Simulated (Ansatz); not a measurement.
A plane-wave DFT run in Ansatz 0.2.0 (scalar-relativistic PAW potentials unless the input names others): input and command.

```yaml
crystal:
  lattice:
    - [-2.4906130757, 2.4906130757, 7.9128238063]
    - [2.4906130757, -2.4906130757, 7.9128238063]
    - [2.4906130757, 2.4906130757, -7.9128238063]
  atoms:
    - { symbol: Ba, position: [0.6418805363, 0.6418805363, 0.0] }
    - { symbol: Ba, position: [0.3581194637, 0.3581194637, 0.0] }
    - { symbol: Zr, position: [0.0, 0.0, 0.0] }
    - { symbol: S, position: [0.5, 0.0, 0.5] }
    - { symbol: S, position: [0.0, 0.5, 0.5] }
    - { symbol: S, position: [0.8368364184, 0.8368364184, 0.0] }
    - { symbol: S, position: [0.1631635816, 0.1631635816, 0.0] }
basis:
  ecutwfc: 500
kpoints:
  mp_grid: { grid: [8, 8, 8] }
  KSPACING: 400
hamiltonian:
  xc: r2scan
scf:
  occupations: { method: gaussian, width: 0.02 }
  max_iter: 60
output:
  forces: true
  eigenvalues: true
  stress: true
```

```bash
ansatz run input.yaml --threads 2 --pin off --max-ram 5120MiB --backend cpu --events-out ev --progress --plain --runs-dir out
```

Task: What will the program do with this input?

Result: The program refuses it, because of a keyword of another program (kpoints.KSPACING: not typed → 400). Without that key it is accepted.

Abridged log:
```
Error: YAML parse error: error: line 18 column 3: unknown field `KSPACING`, expected one of mp_grid, list, band_path, initial_grid, further_shifts
  --> <input>:18:3
   |
16 | kpoints:
17 |   mp_grid: { grid: [8, 8, 8] }
18 |   KSPACING: 400
   |   ^ unknown field `KSPACING`, expected one of mp_grid, list, band_path, initial_grid, further_shifts
19 | hamiltonian:
20 |   xc: r2scan
   |
```